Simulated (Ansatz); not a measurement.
Every step of a relaxation of La (hcp type)

DFT, PBE, PAW with Ansatz's default frozen-core files, scalar-relativistic (Ansatz 0.2.0); a Γ-centred 13×13×7 k mesh, Fermi–Dirac smearing of 0.08 eV, no spin polarisation. The run relaxes shape and atoms at held volume.

Command: `ansatz run input.yaml --threads 1 --pin off --max-ram 2048MiB --backend cpu --events-out ev --progress --plain --runs-dir out` It took 15 s on 1 thread of Arm Neoverse V1 (shared host), peak memory 0.34 GiB.

PAW: frozen-core files, cutoff 420 eV; forces are relaxed below 0.005 eV/Å.

Each step lists its free energy a cell above the last geometry, the pressure, the cell vectors (Å), and Cartesian positions (Å) with forces (eV/Å).

The first step:

```
step 1  dF = 42.27 meV  P = 53.5 GPa
  cell 2.9976 0.0000 0.0000  -1.4988 2.5960 0.0000  0.0000 0.0000 4.8426
  La 0.0000 1.7306 1.2106   0.0000 0.0000 0.0000
  La 1.4988 0.8653 3.6319   0.0000 0.0000 0.0000
```

Spin–orbit coupling is left out, which matters for the heavy atoms.

Problem. Where does the relaxation end, and by which steps?

Solution. After 4 geometries, with conventional a, b, c = 2.954, 2.954, 4.985 Å, at 18.841 Å³/atom and 52.6 GPa in space group P6_3/mmc, with a shortest distance of 2.954 Å. The further steps:
```
step 2  dF = 16.09 meV  P = 52.9 GPa
  cell 2.9262 0.0000 0.0000  -1.4631 2.5342 0.0000  0.0000 0.0000 5.0815
  La 0.0000 1.6895 1.2704   0.0000 0.0000 0.0000
  La 1.4631 0.8447 3.8111   0.0000 0.0000 0.0000
step 3  dF = 0.33 meV  P = 52.6 GPa
  cell 2.9505 0.0000 0.0000  -1.4752 2.5552 0.0000  0.0000 0.0000 4.9984
  La 0.0000 1.7035 1.2496   0.0000 0.0000 0.0000
  La 1.4752 0.8517 3.7488   0.0000 0.0000 0.0000
step 4  dF = 0.00 meV  P = 52.6 GPa
  cell 2.9545 0.0000 0.0000  -1.4772 2.5587 0.0000  0.0000 0.0000 4.9848
  La 0.0000 1.7058 1.2462   0.0000 0.0000 0.0000
  La 1.4772 0.8529 3.7386   0.0000 0.0000 0.0000
step 5  dF = 0.02 meV  P = 52.6 GPa  (same geometry on a basis chosen anew; earlier energies don't compare to the last digit)
  cell 2.9545 0.0000 0.0000  -1.4772 2.5587 0.0000  0.0000 0.0000 4.9848
  La 0.0000 1.7058 1.2462   0.0000 0.0000 0.0000
  La 1.4772 0.8529 3.7386   0.0000 0.0000 0.0000
```
